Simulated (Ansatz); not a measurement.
Starting cell, AlRu (CsCl type):

```
CELL_PARAMETERS angstrom
      2.98252     0.00000     0.00000
      0.00000     2.98252     0.00000
      0.00000     0.00000     2.98252
ATOMIC_POSITIONS crystal
  Al 0.00000 0.00000 0.00000
  Ru 0.50000 0.50000 0.50000
```

The atoms are displaced by Q × the pattern below (from a DFPT mode at Γ, largest move 1; Q in Å), at fixed cell. It is one choice among 3 degenerate patterns.

```csv
atom,x,y,z
Al1,0.000,0.000,1.000
Ru2,0.000,0.000,-0.267
```

All values below come from r2SCAN (plane waves to 500 eV, PAW, scalar-relativistic; Ansatz, a program for electronic structure). k mesh 16×16×16 (Γ-centred), Fermi-Dirac smearing 0.05 eV. E stands for the smeared free energy. Stress and pressure are positive under compression. With partly filled bands, energies and forces of such displacements shift with the k mesh and the smearing. AlRu is run without spin polarisation. AlRu was relaxed with its symmetry unable to fall. The zero of ΔE is the undisplaced structure.

```csv
Q (Å),ΔE (meV/cell),P (GPa),−dE/dQ from forces (eV/Å)
-0.100,[?],1.3,1.304
-0.083,45,0.9,1.088
-0.067,29,0.6,0.872
-0.050,16,0.3,0.655
-0.033,7,0.1,0.437
-0.017,2,0.0,0.218
0.000,0,0.0,0.000
0.017,2,0.0,-0.218
0.033,7,0.1,-0.437
0.050,16,0.3,-0.655
0.067,29,0.6,-0.872
0.083,45,0.9,-1.088
0.100,[?],1.3,-1.304
```

Task: What belongs in the gaps?

Result: 
- -0.100, ΔE (meV/cell): 65
- 0.100, ΔE (meV/cell): 65

(A displaced cell: forces are minus the slopes of the energy, force constants its curvatures, and phonons follow from these.)
